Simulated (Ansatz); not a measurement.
TaAs:
Space group I4₁md (No. 109); a = 3.4051 Å, b = 3.4051 Å, c = 11.5088 Å, α = 90.00°, β = 90.00°, γ = 90.00°

```tsv
atom	site	symmetry	x	y	z
Ta	4a	2mm.	0.0000	0.0000	0.7490
As	4a	2mm.	0.0000	0.0000	0.1670
```
(The calculation used a cell of 4 atoms; values per cell refer to that cell.)

This is the LDA-relaxed structure.

**Question.** All from plane-wave PAW LDA (Ansatz code), unless another level is named. Give the electronic character.

**Answer.** no gap, with almost no states at the Fermi level (zero-gap or semimetallic).

**Question.** What about the formation energy from the elements (no fitted shifts)?

**Answer.** -0.63 eV/atom.

Space group I4_1md. The cell was relaxed with LDA under the symmetry of its start; of distortions, only those at the zone centre were tested. The run is not spin-polarised. A small band overlap can be real or an error of a semilocal functional. The references are the lowest solids computed at this level, not always the standard phases. Spin–orbit coupling is left out wherever it is not named.

Potentials: the later of the program's two PAW sets.
